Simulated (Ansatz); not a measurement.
**Relaxing a structure of Co**

The start is a relaxed Co cell, doubled along one cell vector, shaken by Gaussian noise of σ = 0.08 Å a coordinate. The structure is fully relaxed (lattice and positions, P = 0) with PBEsol (plane waves to 420 eV, PAW, scalar-relativistic; Ansatz, an electronic-structure program). The first steps use a coarse 15×8×4 k-mesh.

The start:
```
Co
1.0
    2.45666     0.00000     0.00000
   -2.45666     4.25506     0.00000
    0.00000     0.00000     7.96087
Co
8
Direct
  0.94518   0.97629   0.00401
  0.99066   0.49994   0.99794
  0.99572   0.99918   0.48822
  0.00212   0.49842   0.49652
  0.35249   0.33682   0.25322
  0.31739   0.78665   0.26525
  0.62495   0.16829   0.76670
  0.68407   0.66171   0.75147
```
Spin-polarised start, with parallel moments on Co.

- Initial pressure = +4.1 GPa (positive: the cell is compressed)
- Relative to the parent = It returns to the parent structure, P6₃/mmc (No. 194)
- Shortest distances (start → end) = The closest pairs of elements (up to four, under 3.6 Å), start → end: Co–Co 2.21 → 2.44 Å
- Optimiser moves = 6

The end point of the relaxation:

Space group P6₃/mmc (No. 194); a = 2.457 Å, b = 2.457 Å, c = 7.961 Å, α = 90.00°, β = 90.00°, γ = 120.00°

| atom | site | symmetry | x | y | z |
|---|---|---|---|---|---|
| Co | 2a | -3m. | 0.0000 | 0.0000 | 0.0000 |
| Co | 2c | -6m2 | 0.3333 | 0.6667 | 0.2500 |

Final values are on a 22×22×6 k-mesh of the relaxed cell. Spin state reached: ferromagnetic (net 1.60 μB/atom), from parallel starting moments; other spin orders were not run from this start.

The relaxed structure here is a generated cell of Co: the first start was made by placing the elements on the sites of a structure type, and the end was not matched to a known phase here, so it may be hypothetical. A known form of Co has the same space group; whether the sites agree was not checked.
